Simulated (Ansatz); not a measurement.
The start is a relaxed HfN cell, doubled along one cell vector, shaken by Gaussian noise of σ = 0.08 Å a coordinate. The structure is fully relaxed (lattice and positions, P = 0) with PBEsol (plane waves to 420 eV, PAW, scalar-relativistic; Ansatz, a quantum-chemistry and plane-wave program). The first steps use a coarse 4×7×6 k-mesh.

Starting cell:
```yaml
crystal:
  lattice:
    - [6.40412, 0.00000, 0.00000]
    - [0.00000, 3.20206, 0.00000]
    - [0.00000, 0.00000, 3.97045]
  atoms:
    - { symbol: Hf, position: [0.00554, 0.97189, 0.95908] }
    - { symbol: Hf, position: [0.50839, 0.02171, 0.99125] }
    - { symbol: N, position: [0.00928, 0.00785, 0.49555] }
    - { symbol: N, position: [0.49429, 0.99163, 0.51479] }
```

- Energy released = about 2.7 eV/atom
- Volume change = -44.0 %, from 20.35 to 11.40 Å³/atom
- Relative to the parent = It does not go back: it reaches Fm-3m (No. 225), rock salt type, 2.66 eV/atom below the parent
- Shortest distances (start → end) = The closest pairs of elements (up to four, under 3.6 Å), start → end: Hf–N 1.84 → 2.25 Å; N–N 3.11 → 3.18 Å; Hf–Hf 3.19 → 3.18 Å
- Band gap at the end = no gap (metallic)
- Optimiser moves = 26

Relaxed structure:

```cif
data_Hf4N4
_chemical_formula_sum 'Hf4 N4'
_space_group_name_H-M_alt 'Fm-3m'
_space_group_IT_number 225
_space_group_name_Hall '-F 4 2 3'
_cell_length_a 4.50169
_cell_length_b 4.50169
_cell_length_c 4.50169
_cell_angle_alpha 90.000
_cell_angle_beta 90.000
_cell_angle_gamma 90.000
loop_
_atom_site_label
_atom_site_type_symbol
_atom_site_symmetry_multiplicity
_atom_site_Wyckoff_symbol
_atom_site_fract_x
_atom_site_fract_y
_atom_site_fract_z
_atom_site_occupancy
Hf1 Hf 4 a 0.00000 0.00000 0.00000 1
N1 N 4 b 0.50000 0.50000 0.50000 1
```
(The calculation used a cell of 2 atoms; values per cell refer to that cell.)

Final values are on a 18×18×18 k-mesh of the relaxed cell. The start holds a very short contact (N–Hf 1.84 Å). No spin polarisation in the result. The relaxed primitive cell holds an odd number of electrons. A magnetic state may lie lower.

Of the parent cell (P4/mmm (No. 123)): it is a generated cell of HfN: the first start was made by a random draw of sites in a space group, and the end was not matched to a known phase here, so it may be hypothetical. Known forms of HfN include space group No. 225.
